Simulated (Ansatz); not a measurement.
Here is the system:

Sb:
```yaml
crystal:
  lattice:
    - [3.08631, 0.00000, 0.00000]
    - [0.00000, 3.08631, 0.00000]
    - [0.00000, 0.00000, 3.08631]
  atoms:
    - { symbol: Sb, position: [0.00000, 0.00000, 0.00000] }
```

This is the r²SCAN-relaxed structure.

**Question.** All from the program Ansatz at the r²SCAN level (PAW), unless another level is named. Give the electronic character.

**Answer.** metallic (no gap).

**Question.** Next, the density of states at the Fermi level?

**Answer.** 0.46 states/eV per atom (mean over ±0.08 eV).

**Question.** Predict the gap with spin–orbit coupling.

**Answer.** none (metallic).

Space group Pm-3m (simple cubic). The workflow started from a Materials Project entry (that database holds measured and hypothetical structures alike); the Crystallography Open Database files this formula in space group No. 221, but the cells were not matched. It is not the phase usual at ambient conditions (space group No. 166). The r²SCAN relaxation kept the symmetry of its start; its stability against distortions is not shown here. Scalar-relativistic: spin–orbit coupling is off unless named, which matters more the heavier the elements.

Potentials: the later of the program's two PAW sets.
